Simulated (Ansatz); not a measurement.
One crystal and one scan (frozen-phonon scan) at two levels, r2SCAN (plane waves to 500 eV, PAW, scalar-relativistic; Ansatz, a first-principles code) and PBE (plane waves to 420 eV, PAW, scalar-relativistic; Ansatz), each from its own relaxed cell and on its own mesh. The cell shown is that of r2SCAN.

Starting cell, BP (zinc blende):

```
CELL_PARAMETERS angstrom
      0.00000     4.53657     4.53657
      2.26828     2.26828     4.53657
      2.26828     2.26828     0.00000
ATOMIC_POSITIONS crystal
  P  0.00000 0.75000 0.75000
  P  0.50000 0.75000 0.75000
  B  0.00000 0.00000 0.00000
  B  0.50000 0.00000 0.00000
```

A phonon eigenvector at X = (0.5, 0.5, 0.0) is frozen into this cell: atom i moves by Q times the vector below, so Q is the largest atomic displacement, in Å. The cell is held. (q is in reciprocal vectors of the primitive cell; the cell shown is doubled to hold the pattern.)

```csv
atom,x,y,z
P1,0.000,0.000,-1.000
P2,0.000,0.000,1.000
```

Atoms not listed stay in place.

BP was relaxed with its symmetry unable to fall. Percentages come from the unrounded values.

Results of r2SCAN:

- Lattice constant a (Å) = 4.537
- Harmonic wavenumber from the curvature (finite differences) (cm⁻¹ (negative: imaginary)) = 541
- Shape of the curve = a single well with its minimum at or next to zero displacement

What does PBE give for the same quantities?


```
quantity                                                                                    PBE     r2SCAN − PBE
----------------------------------------------------------------------------------------  -----  ---------------
Lattice constant a (Å)                                                                    4.548  -0.011 (-0.3 %)
Harmonic wavenumber from the curvature (finite differences) (cm⁻¹ (negative: imaginary))    525     +16 (+3.1 %)
```

r2SCAN gives the higher value for: harmonic wavenumber from the curvature. r2SCAN gives the lower value for: lattice constant a. Both give the same shape of the curve: a single well with its minimum at or next to zero displacement. Neither level is exact: the differences show how much the result hangs on the functional.

(For displaced atoms, the force is minus the slope of the energy, and its curvature is a force constant, which sets phonon frequencies.)
